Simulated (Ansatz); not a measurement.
MgO in space group P4_2/mmc (No. 131; Mg on 2c, O on 2e), a = b = 3.0186 Å, c = 5.4296 Å, α = β = γ = 90.00°.

Relaxed with PBE.

Question: Decompose the optical modes at the zone centre into irreducible representations, and say which are infrared and Raman allowed.

Answer: Point group 4/mmm: Γ_opt = A2u + B1g + B2u + Eg + 2Eu. Infrared: A2u, Eu. Raman: B1g, Eg.

Question: Assign frequencies (DFPT, PBE in the plane-wave PAW code Ansatz; without the LO–TO term).

Answer: Eu 168, Eg 218, Eu 428, A2u 479, B2u 489, B1g 617 cm⁻¹.

Subscripts of B labels follow the axes of the standard setting.

A made-up cell: these elements were put on the sites of a structure type; neither database checked (COD, Materials Project) lists it. It is not the phase usual at ambient conditions (space group No. 225). The cell was relaxed with PBE under the symmetry of its start. At this level the phase is dynamically unstable (imaginary phonons).

Potentials: the later of the program's two PAW sets.
